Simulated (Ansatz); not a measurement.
Below is a relaxed structure of HfSi3Br4. The cell was found from a structure generator's guess, not taken from experiment.

Level of theory: Ansatz, DFT PBE, scalar-relativistic, plane waves, PAW. Cutoff 420 eV, Γ-centred mesh, Gaussian smearing, no spin polarisation.

```xyz
8
Lattice="5.8252 0.0000 0.0000 0.0000 5.8252 0.0000 0.0000 0.0000 5.8252" Properties=species:S:1:pos:R:3 pbc="T T T"
Hf    0.0000    0.0000    0.0000
Si    0.0000    2.9126    2.9126
Si    2.9126    0.0000    2.9126
Si    2.9126    2.9126    0.0000
Br    2.9126    0.0000    0.0000
Br    0.0000    2.9126    0.0000
Br    0.0000    0.0000    2.9126
Br    2.9126    2.9126    2.9126
```

The zero of energy is the elements' standard structures at the same level; no fitted shifts are applied. The references include crystalline Br.

(1) What space group does it have?

(2) What is its formation energy per atom?

(3) Is it a metal?

Answers

(1) Pm-3m (No. 221), with Hf and Si ordered on rock salt sites. Conventional cell: a = 5.825 Å. Hf is surrounded by 6 Br at 2.91 Å; around Si lie 6 Br at 2.91 Å; Br on a site of symmetry 4/mmm is surrounded by 2 Hf at 2.91 Å and 4 Si at 2.91 Å; Br on a site of symmetry m-3m is surrounded by 6 Si at 2.91 Å.

(2) +0.77 eV/atom. It can't be a ground state, since the elements alone are lower.

(3) Yes, bands cross the Fermi level on the 8×8×8 mesh.

The last run used an 8×8×8 mesh for its 8-atom cell and Gaussian smearing of 0.10 eV. These runs have no spin–orbit coupling, which can matter for Hf. The cell is a metal run without spin; a magnetic state may lie lower. The reference form of Br is held partly by dispersion forces, which this level lacks. A structure relaxed within its symmetry needn't be a true minimum.
